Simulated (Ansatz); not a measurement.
# Structure relaxation of Sc

Level of theory: DFT r2SCAN, scalar-relativistic, plane waves, PAW in Ansatz 0.2.0. Cutoff 500 eV, Γ-centred k mesh, Gaussian smearing, no spin polarisation in the final step.

Sc was placed on the graphite structure type (P6_3/mmc, No. 194), at a guessed volume.

```
Sc
1.0
     3.57589    0.00000    0.00000
    -1.78794    3.09681    0.00000
     0.00000    0.00000    9.73920
Sc
4
Direct
  0.00000 0.00000 0.25000
  0.00000 0.00000 0.75000
  0.33333 0.66667 0.75000
  0.66667 0.33333 0.25000
```

Steps on the 6×6×2 mesh (4 atoms). 12 of 18 steps are shown, and the free energy counts from the last. Trial steps that were taken back and renewals of the plane-wave basis can be among the rows.

```
step  ΔF (meV/atom) V (Å³/atom) P (GPa)
   1         3136.8        26.96    16.24
   3         2348.5        29.68     6.59
   4         2041.3        30.18     4.12
   6         1501.0        29.41     1.66
   7         1188.4        29.07     0.41
   9          602.0        27.25     0.02
  10          380.4        25.75     1.12
  12           76.9        24.39     1.19
  13           75.7        24.93    -0.05
  15           20.5        24.94     2.55
  16            4.2        26.00     0.86
  18            0.0        26.66     0.00
```

Steps on the 6×6×4 mesh (4 atoms). 4 of 4 steps are shown, and the free energy counts from the last.

| step | ΔF (meV/atom) | V (Å³/atom) | P (GPa) |
| --- | --- | --- | --- |
| 1 | 17.0 | 26.66 | 0.43 |
| 2 | 5.4 | 26.46 | 0.72 |
| 3 | 0.2 | 27.02 | 0.01 |
| 4 | 0.0 | 27.02 | 0.01 |

A final relaxation ran on a 12×12×10 mesh. The relaxed crystal, P6_3/mmc (No. 194):

```
Sc
1.0
     5.08759    0.00000    0.00000
    -2.54380    4.40598    0.00000
     0.00000    0.00000    4.84656
Sc
4
Direct
  0.00000 0.00000 0.25000
  0.00000 0.00000 0.75000
  0.33333 0.66667 0.75000
  0.66667 0.33333 0.25000
```

- Volume per atom: 27.16 Å³
- Density: 2.75 g/cm³
- Gap on the 12×12×10 mesh: 0 eV (a metal)

The final run used a 12×12×10 mesh on its 4-atom cell and 0.10 eV smearing.

A structure relaxed within its symmetry needn't be a true minimum.